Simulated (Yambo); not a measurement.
G0W0@LDA for Rb2NaYF6 (space group Fm-3m, No. 225) in Yambo. Reference settings: 2×2×2 Γ-centred k mesh, bands 2 to 272 and a 7 Ry block in the screening, 272 bands in G with the Bruneval-Gonze terminator, plasmon pole fitted at 27.2 eV. The LDA gap Γ → Γ on this mesh is 6.10 eV; G0W0 gaps are taken between the same points.

```csv
change from the reference,G0W0 gap Γ → Γ (eV),shift of the valence edge (eV)
reference settings,10.10,-2.39
"74 bands in W, 74 bands in G, 6 Ry block",10.72,-2.35
1×1×1 mesh,[?],-2.33
6 Ry block,10.10,-2.41
4×4×4 mesh,10.12,-2.46
"107 bands in W, 107 bands in G, 6 Ry block",[?],-2.31
"74 bands in W, 74 bands in G, no terminator",10.65,-2.08
"107 bands in W, 107 bands in G, no terminator",[?],-2.04
```

Q: Estimate the withheld gaps from the other rows; the computed values follow.

A: 
- 1×1×1 mesh, G0W0 gap Γ → Γ (eV): 10.05
- 107 bands in W, 107 bands in G, 6 Ry block, G0W0 gap Γ → Γ (eV): 10.36
- 107 bands in W, 107 bands in G, no terminator, G0W0 gap Γ → Γ (eV): 10.26

The reference isn't shown to be the converged limit.

Geometry of the Materials Project entry, not relaxed at this level; primitive cell a = b = c = 6.383 Å, α = β = γ = 60.00°.

A shift is the quasiparticle energy of the state minus its LDA energy.
